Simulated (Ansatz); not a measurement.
## Pr: computed property card

Pr:
```
CELL_PARAMETERS angstrom
     -1.84205     1.84205     1.84205
      1.84205    -1.84205     1.84205
      1.84205     1.84205    -1.84205
ATOMIC_POSITIONS crystal
  Pr 0.00000 0.00000 0.00000
```
The run is spin-polarised; directions of the spins, atom by atom: ↑.

Space group Im-3m (No. 229), bcc (W type); conventional cell a = b = c = 3.6841 Å, α = β = γ = 90.00°.

Method: the program Ansatz at the PBEsol level (PAW). Geometry: relaxed at this level of theory. Other levels are named where they apply.

### Cell and energy

* **Volume per atom**: 25.00 Å³
* **Density**: 9.36 g/cm³

### Electronic structure

- Electronic character: metallic (no gap)
- Density of states at the Fermi level: 5.9 states/eV per atom (mean over ±0.08 eV)

### Magnetism

- Magnetic order = ferromagnetic
- Net moment = 2.83 μB per atom

The workflow started from an entry of the Crystallography Open Database (COD), which files this formula under 3 space groups. It is not the phase usual at ambient conditions (space group No. 194). The PBEsol relaxation kept the symmetry of its start; whether a distortion lowers the energy is not shown. Spin order of the final state: ferromagnetic, chosen from 3 collinear starts compared on coarse meshes (ties went to the first, and starts can fall back to one state), not a proven ground state. The 4f shell is in the valence, and the state reached may lie above the lowest one. The program gave a warning on the electronic state, which may not be the lowest. No Hubbard U is applied. Spin–orbit coupling is left out wherever it is not named.

Potentials: the later of the program's two PAW sets.
